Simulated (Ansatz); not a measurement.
Two states of Fe2PbO4

```xyz
14
Lattice="-8.2710 0.0000 0.0000 0.0000 0.0000 5.0349 0.0000 4.5449 2.5175" Properties=species:S:1:pos:R:3 pbc="T T T"
Pb   -6.2032    0.2563    5.0244
Pb   -2.0677    4.2886    2.5069
Fe   -7.8376    1.5689    2.3146
Fe   -0.4334    2.9760    4.8320
Fe   -4.5689    1.5689    2.3146
Fe   -3.7021    2.9760    4.8320
O    -7.7789    1.6598    4.0964
O    -0.4921    2.8851    6.6139
O    -4.6276    1.6598    4.0964
O    -3.6434    2.8851    6.6139
O     0.0000    0.0000    1.6399
O    -4.1355    0.0000    1.6399
O    -6.2032    1.7325    1.6187
O    -2.0677    2.8124    4.1362
```

Single point in Ansatz 0.2.0 with PBE, with U_eff = 4.55 eV on Fe d (all-electron-ortho-atomic projectors). Cutoff 420 eV, PAW datasets, 2×4×4 Γ-centred k mesh, fermi-dirac filling (width 0.1 eV).

State A: Fe3 up, Fe4 down, Fe5 up, Fe6 down (collinear spin). State B: Fe3 up, Fe4 down, Fe5 down, Fe6 up (collinear spin).

Question: Compare the two self-consistent states.

Answer: State B is lower by 35.4 meV an atom at zero smearing.

```csv
state,free energy (meV/atom),largest moment in a small sphere (μB),net moment (μB/cell),gap on mesh (eV),pressure (GPa),largest force (eV/Å)
A,35.4,3.45,0.00,2.50,29.9,1.96
B,0.0,3.42,0.00,2.92,28.8,2.00
```

Origin: a known structure type with other elements, at an estimated volume, so it need not be a known compound. Caveats: no spin-orbit coupling, which can shift this gap by tenths of an eV; atoms or cell far from equilibrium; gaps of Fe, Co and Ni magnets come out low on these datasets.
